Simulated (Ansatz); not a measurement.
Relaxation of a relaxed Cr cell displaced along its unstable phonon at q = (½, 0, 0) of its primitive reciprocal cell (235i cm⁻¹), largest move 0.15 Å; 2 atoms in the cell, which starts as P2/c (No. 13), mP2; a = 2.5473 Å, b = 2.2562 Å, c = 4.7406 Å, α = 90.00°, β = 117.73°, γ = 90.00°. The numbers are results of r2SCAN (plane waves to 500 eV, PAW, scalar-relativistic; Ansatz, an electronic-structure program), not measurements. Γ-centred k-mesh 8×15×14 on the run's cell (coarser than for final values), Fermi–Dirac smearing 0.05 eV. This is the first round of the run. 

The optimiser's lines from the output (shortened; P is positive under compression):

```
relax step   1: F+E_penalty+E_count = -6763.49807818 eV  Δ(F+E_penalty+E_count) = +0.000e0 eV  max|allowed force component| = 1.173e0 eV/Å  Δτ_max = 0.0000 Å  P = -2.171 GPa  Ω = 24.116 Å³  (9 SCF iters, dr2 threshold 1.00e-7 eV, accepted)
relax step   2: F+E_penalty+E_count = -6763.98540470 eV  Δ(F+E_penalty+E_count) = -4.873e-1 eV  max|allowed force component| = 9.765e-1 eV/Å  Δτ_max = 0.1880 Å  P = +0.788 GPa  Ω = 23.421 Å³  (7 SCF iters, dr2 threshold 2.00e-7 eV, accepted)
relax step   3: F+E_penalty+E_count = -6764.24258726 eV  Δ(F+E_penalty+E_count) = -2.572e-1 eV  max|allowed force component| = 7.469e-2 eV/Å  Δτ_max = 0.1950 Å  P = -1.656 GPa  Ω = 23.391 Å³  (7 SCF iters, dr2 threshold 2.00e-7 eV, accepted)
relax step   4: F+E_penalty+E_count = -6764.31399995 eV  Δ(F+E_penalty+E_count) = -7.141e-2 eV  max|allowed force component| = 3.274e-2 eV/Å  Δτ_max = 0.0406 Å  P = +5.008 GPa  Ω = 22.755 Å³  (7 SCF iters, dr2 threshold 2.00e-7 eV, accepted)
relax step   5: F+E_penalty+E_count = -6764.30413872 eV  Δ(F+E_penalty+E_count) = +9.861e-3 eV  max|allowed force component| = 8.033e-2 eV/Å  Δτ_max = 0.0186 Å  P = -4.965 GPa  Ω = 23.668 Å³  (7 SCF iters, dr2 threshold 2.00e-7 eV, rejected (line search))
relax step   6: F+E_penalty+E_count = -6764.32955190 eV  Δ(F+E_penalty+E_count) = -1.555e-2 eV  max|allowed force component| = 2.526e-3 eV/Å  Δτ_max = 0.0105 Å  P = +0.427 GPa  Ω = 23.137 Å³  (10 SCF iters, accepted)
relax step   7: F+E_penalty+E_count = -6764.33115971 eV  Δ(F+E_penalty+E_count) = -1.608e-3 eV  max|allowed force component| = 1.964e-4 eV/Å  Δτ_max = 0.0008 Å  P = +0.202 GPa  Ω = 23.154 Å³  (5 SCF iters, dr2 threshold 2.00e-7 eV, accepted)
relax step   8: F+E_penalty+E_count = -6764.33123786 eV  Δ(F+E_penalty+E_count) = -7.815e-5 eV  max|allowed force component| = 6.605e-5 eV/Å  Δτ_max = 0.0001 Å  P = +0.032 GPa  Ω = 23.169 Å³  (5 SCF iters, dr2 threshold 2.00e-7 eV, accepted)
relax step   9: F+E_penalty+E_count = -6764.33123655 eV  Δ(F+E_penalty+E_count) = +1.305e-6 eV  max|allowed force component| = 9.433e-6 eV/Å  Δτ_max = 0.0000 Å  P = +0.002 GPa  Ω = 23.171 Å³  (3 SCF iters, dr2 threshold 4.53e-9 eV, accepted)
relax step  10: F+E_penalty+E_count = -6764.33115871 eV  Δ(F+E_penalty+E_count) = +7.785e-5 eV  max|allowed force component| = 6.282e-6 eV/Å  Δτ_max = 0.0000 Å  P = -0.001 GPa  Ω = 23.171 Å³  stress off target by 4.64e-2 GPa  SCF on the basis re-selected at this cell (its energy is not comparable with the rows above)  (6 SCF iters)
relax step  11: F+E_penalty+E_count = -6764.33115966 eV  Δ(F+E_penalty+E_count) = -9.492e-7 eV  max|allowed force component| = 1.384e-5 eV/Å  Δτ_max = 0.0000 Å  P = -0.001 GPa  Ω = 23.171 Å³  (4 SCF iters, dr2 threshold 5.38e-9 eV, accepted)
relax step  12: F+E_penalty+E_count = -6764.33115881 eV  Δ(F+E_penalty+E_count) = +8.445e-7 eV  max|allowed force component| = 1.575e-5 eV/Å  Δτ_max = 0.0000 Å  P = -0.001 GPa  Ω = 23.171 Å³  stress off target by 2.46e-3 GPa  SCF on the basis re-selected at this cell (its energy is not comparable with the rows above)  (4 SCF iters)
```

From the first to the last row the energy changes by -0.42 eV/atom and the volume by -3.9 %. The last row is marked as not comparable with the walk above it, whose basis was carried along; it does compare with step 1, since both stand on a basis selected at the nominal cutoff for their own cell.

Step 5 was rejected by the optimiser.

Later rounds, restarted from the end of this one on a renewed k-mesh, logged 10 more steps and released under 0.01 eV/atom more. The final structure after all rounds: I4/mmm (No. 139), tI2; a = b = 2.340 Å, c = 4.236 Å, α = β = γ = 90.00°. Between re-selections the logged energies stand on a plane-wave basis carried along with the cell. No spin polarisation in the result. A magnetic state may lie lower.

The run could not lose the symmetry of its start: the end is stationary, and may be a saddle point rather than a minimum.

The relaxed structure here is a generated cell of Cr: the first start was made by placing the elements on the sites of a structure type, and the end was not matched to a known phase here, so it may be hypothetical. Known forms of Cr include space group No. 229.
